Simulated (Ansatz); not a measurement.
Starting cell, Cd (hcp, Mg type):

```
CELL_PARAMETERS angstrom
      5.92405     0.00000     0.00000
     -1.48101     2.56519     0.00000
      0.00000     0.00000     5.79795
ATOMIC_POSITIONS crystal
  Cd 0.16667 0.66667 0.75000
  Cd 0.66667 0.66667 0.75000
  Cd 0.33333 0.33333 0.25000
  Cd 0.83333 0.33333 0.25000
```

The atoms are displaced by Q × the pattern below (from a DFPT mode at M = (0.5, 0.0, 0.0), largest move 1; Q in Å), at fixed cell. (q is in reciprocal vectors of the primitive cell; the cell shown is doubled to hold the pattern.)

```
atom       x       y      z
----  ------  ------  -----
Cd1    0.500  -0.866  0.000
Cd2   -0.500   0.866  0.000
Cd3   -0.500   0.866  0.000
Cd4    0.500  -0.866  0.000
```

Calculation: r2SCAN (plane waves to 500 eV, PAW, scalar-relativistic; Ansatz, a quantum-chemistry and plane-wave program). k mesh 9×18×8 (Γ-centred), Fermi-Dirac smearing 0.05 eV. Energies are smeared free energies. With partly filled bands, energies and forces of such displacements shift with the k mesh and the smearing. Cd was relaxed with its symmetry unable to fall. ΔE is measured from the undisplaced structure.

The scan covers Q from -0.180 to 0.180 Å in 13 points.

Which space group does the distorted structure have?

Pbcm (No. 57), lowered from P6_3/mmc.

What is the energy change at Q = 0.180 Å?

154 meV/cell.

What harmonic wavenumber does the curvature at Q = 0 give?

78 cm⁻¹.

(A displaced cell: forces are minus the slopes of the energy, force constants its curvatures, and phonons follow from these.)
